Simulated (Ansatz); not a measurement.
BAs:
```cif
data_As4B4
_chemical_formula_sum 'B4 As4'
_space_group_name_H-M_alt 'P 1'
_space_group_IT_number 1
_cell_length_a 5.85668
_cell_length_b 5.85668
_cell_length_c 3.37154
_cell_angle_alpha 90.000
_cell_angle_beta 90.000
_cell_angle_gamma 90.000
loop_
_space_group_symop_operation_xyz
  'x, y, z'
loop_
_atom_site_label
_atom_site_type_symbol
_atom_site_fract_x
_atom_site_fract_y
_atom_site_fract_z
_atom_site_occupancy
B1 B 0.32273 0.67727 0.00000 1
B2 B 0.67727 0.32273 0.00000 1
B3 B 0.82273 0.82273 0.50000 1
B4 B 0.17727 0.17727 0.50000 1
As1 As 0.31838 0.31838 0.00000 1
As2 As 0.68162 0.68162 0.00000 1
As3 As 0.18162 0.81838 0.50000 1
As4 As 0.81838 0.18162 0.50000 1
```

Relaxed with r²SCAN. 

**Question.** HSE06 on this cell (Ansatz, a first-principles code, PAW) gives a gap of 1.33 eV. What does r²SCAN give?

**Answer.** 0.89 eV.

Cost on shared cores: the r²SCAN run (SCF on a 5×5×8 mesh, then bands and DOS) roughly 2.0 core-minutes, the HSE06 run (SCF on 3×3×5, then a few points) around 5 core-minutes (rough); the tasks are unlike.

Space group P4_2/mnm. The start of the workflow was typed in or built on a structure type; neither database checked (COD, Materials Project) lists it. It is not the phase usual at ambient conditions (space group No. 216). The cell was relaxed with r²SCAN under the symmetry of its start; its stability against distortions is not shown here. Scalar-relativistic: spin–orbit coupling is off unless named, which matters more the heavier the elements.

Potentials: the later of the program's two PAW sets.

Ansatz is a plane-wave DFT program.
